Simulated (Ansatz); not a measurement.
This guess for MgBe is about to be relaxed.

```
Mg Be
1.0
     3.29389    0.00000    0.00000
     0.00000    3.29389    0.00000
     0.00000    0.00000    4.88008
Mg Be
2 2
Direct
  0.50000 0.00000 0.48844
  0.00000 0.50000 0.48844
  0.50000 0.50000 0.86064
  0.50000 0.50000 0.31905
```

Method: DFT PBE, scalar-relativistic, plane waves, PAW (Ansatz 0.2.0). Cutoff 420 eV, Gaussian smearing, Γ-centred meshes. Cell and atoms relax first on a coarse mesh and then on a finer one. In between, the cell is made exact in the group found at 0.06 Å. In metals the finer mesh still leaves noise of several meV/atom or more. The steps can't lower the symmetry of their start. No spin polarisation.

A guess keeps its type if space group and coordination stay and the shape of the cell changes little (axis ratios within about 15 %, angles within 6°); the volume may change.

Question: Will the relaxed cell still be of the starting type?

Answer: It doesn't keep its type. The symmetry stays P4mm (No. 99). The volume per atom grows by 67.5 %, from 13.2 to 22.2 Å³. The shortest distance goes from 1.84 Å (Mg–Be) to 1.97 Å (Be–Be). The ratio c/a of the conventional cell changes by a factor of 0.57. Counting neighbours within 15 % of an atom's shortest distance, the start has Be 4/5, Mg 2 and the end Be 2, Mg 4. In detail, at the end Mg has 4 Be at 2.53–2.59 Å; around Be on its first site lie 2 Be at 1.97–2.01 Å and 4 Mg at 2.59 Å; Be on its second site is surrounded by 2 Be at 1.97–2.01 Å and 4 Mg at 2.53 Å.

```xyz
4
Lattice="4.7166 0.0000 0.0000 0.0000 4.7166 0.0000 0.0000 0.0000 3.9859" Properties=species:S:1:pos:R:3 pbc="T T T"
Mg    2.3583    0.0000    2.1097
Mg    0.0000    2.3583    2.1097
Be    2.3583    2.3583    3.1751
Be    2.3583    2.3583    1.2013
```

The last run used a 10×10×12 mesh (in the run's order of axes) for its 4-atom cell and Gaussian smearing of 0.10 eV. Symmetry constrained the relaxation, so the result can be a saddle point.

In counts of neighbours, a slash parts the counts of unlike sites.
